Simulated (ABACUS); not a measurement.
**Small calculations from the output for CsLiMoO₄ (F-43m, 7 atoms in the cell; from Materials Project mp-551629, lattice scaled a little)**

```xyz
7
Lattice="0.0000 4.0999 4.0999 4.0999 0.0000 4.0999 4.0999 4.0999 0.0000" Properties=species:S:1:pos:R:3 pbc="T T T"
Cs     6.1499     6.1499     6.1499
Li     4.0999     4.0999     4.0999
Mo     2.0500     2.0500     2.0500
O      3.0439     5.1560     5.1560
O      5.1560     5.1560     3.0439
O      5.1560     3.0439     5.1560
O      3.0439     3.0439     3.0439
```

Method: PBEsol, PseudoDojo 0.4 standard norm-conserving PBEsol (tails mended) pseudopotentials (plane waves; ABACUS).

Main settings: KPT = MP 5 5 5 0 0 0; basis_type = pw; ecutwfc = 84 Ry; smearing_method = fixed; potentials = PseudoDojo 0.4 standard norm-conserving PBEsol (tails mended); symmetry = 1; ks_solver = cg; scf_nmax = 100.

Forces above 1 eV/Å remain at this geometry. The structure comes from a collection of computed structures, made at another level of theory; the collection holds predicted forms beside known ones. Its lattice was then scaled.

The cell holds 930.2 bohr³ and the plane-wave cutoff is 84.0 Ry.

**Question.** How many plane waves does a k-point need, and how does the count grow with the cutoff?

**Answer.** In Rydberg units |k + G|² ≤ E, a sphere of radius √84.0 = 9.165 bohr⁻¹. Each G takes (2π)³/V of reciprocal space, so N = V E^(3/2)/(6π²) = 930.2 × 769.9/59.218 = 12093. The program's largest count at a k-point is 12120; single k-points scatter about the estimate. The count grows as E^(3/2): 20 % more cutoff means 31 % more plane waves.

A band-structure run on this density gave a gap of 4.84 eV along the path. From the bottom of the conduction band at Γ toward X, the level moves away from the edge by 0.0397 eV at Δk = 0.0766 Å⁻¹ and by 0.1316 eV at Δk = 0.1533 Å⁻¹.

**Question.** Estimate the effective masses, and the wavelength of a photon at the gap.

**Answer.** For a parabola ΔE = ħ²Δk²/(2m*), with ħ²/(2mₑ) = 3.810 eV Å², so m*/mₑ = 3.810 Δk²/ΔE. At the bottom of the conduction band: 3.810 × 0.0766²/0.0397 = 0.56 from the nearer point and 0.68 from the farther. Where the two differ the band is not parabolic over this range, and the mass at the edge lies beyond the nearer value. These are masses along one direction, for the outermost band, at this level of theory and without spin-orbit coupling. The gap corresponds to λ = 1239.8 nm eV/4.84 eV = 256 nm; semi-local functionals usually give gaps below the measured ones.

“Tails mended”: in these copies of the files the far tail of each local potential was reset to the Coulomb form.
